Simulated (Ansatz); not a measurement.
GaGeO$_{3}$:
```
CELL_PARAMETERS angstrom
      3.48314     0.00000     0.00000
      0.00000     3.48314     0.00000
      0.00000     0.00000     4.71996
ATOMIC_POSITIONS crystal
  Ga 0.50000 0.50000 0.61292
  Ge 0.00000 0.00000 0.21299
  O  0.00000 0.50000 0.43628
  O  0.50000 0.00000 0.43628
  O  0.50000 0.50000 0.99173
```

Relaxed with r²SCAN+D4. Special points in fractions of this cell's reciprocal vectors: Γ (0.000, 0.000, 0.000); X (0.000, 0.500, 0.000); M (0.500, 0.500, 0.000); Z (0.000, 0.000, 0.500); R (0.000, 0.500, 0.500); A (0.500, 0.500, 0.500).

Question: List the band energies nearest the Fermi level at these points for r²SCAN+D4 in the plane-wave PAW code Ansatz.

Answer: In eV from the Fermi level; about four levels below and three above (degenerate sets whole), none deeper than 8.9 eV; … stands for higher levels left out; points with the same levels are listed once.

| k | below | above |
|---|---|---|
| Γ | -2.66 -2.66 -1.68 -1.68 -1.65 | 3.83 4.92 … |
| X | -4.89 -3.72 -2.24 -1.48 | 1.00 4.67 6.74 |
| M | -2.91 -2.91 -1.68 -1.61 -1.43 | 6.40 7.03 7.03 |
| Z | -2.74 -2.74 -1.96 -1.96 -0.89 | 2.79 5.70 … |
| R | -4.69 -2.74 -2.38 -1.80 | 0.82 6.08 6.08 |
| A | -1.81 -1.81 -1.68 -1.43 | 6.70 6.80 6.80 |

Space group P4mm. The start of the workflow was typed in or built on a structure type; neither database checked (COD, Materials Project) lists it. Whether it is the stable phase at ambient conditions was not checked. Symmetry was held in the r²SCAN+D4 relaxation; its stability against distortions is not shown here. With an odd number of electrons in the cell and no spin polarisation, the count alone makes it a metal. Spin–orbit coupling is left out wherever it is not named.

Potentials: the later of the program's two PAW sets.
